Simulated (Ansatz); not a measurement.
Input:

Cu2SiSe3:
```
CELL_PARAMETERS angstrom
      3.33803     5.86404     0.00000
     -3.33803     5.86404     0.00000
     -2.11842     0.00000     6.33670
ATOMIC_POSITIONS crystal
  Si 0.94448 0.88574 0.52403
  Si 0.11426 0.05552 0.02403
  Cu 0.25719 0.23322 0.50258
  Cu 0.76678 0.74281 0.00258
  Cu 0.58998 0.58335 0.50122
  Cu 0.41665 0.41002 0.00122
  Se 0.47075 0.69878 0.12284
  Se 0.30122 0.52925 0.62284
  Se 0.64890 0.86744 0.62638
  Se 0.13256 0.35110 0.12638
  Se 0.81207 0.03064 0.14444
  Se 0.96936 0.18793 0.64444
```

This is the r²SCAN-relaxed structure.

Problem. All from r²SCAN in the plane-wave PAW code Ansatz, unless another level is named. Estimate the band gap.

Solution. 0.68 eV (direct).

Problem. Predict the formation energy from the elements (no fitted shifts).

Solution. -0.35 eV/atom.

Problem. What about the valence-band maximum?

Solution. at Γ.

Space group Cc. The first step of the workflow began from a Materials Project structure, measured or hypothetical; the Crystallography Open Database copy checked does not list it. With Si and Cu taken as one species the cell has the higher symmetry F-43m, so it may be an ordered model of a mixed-site phase. Its standing as an ambient phase is unchecked. The r²SCAN relaxation kept the symmetry of its start; whether a distortion lowers the energy is not shown. The run is not spin-polarised. The references are the lowest solids computed at this level, not always the standard phases. Spin–orbit coupling is left out wherever it is not named.

Potentials: the later of the program's two PAW sets.
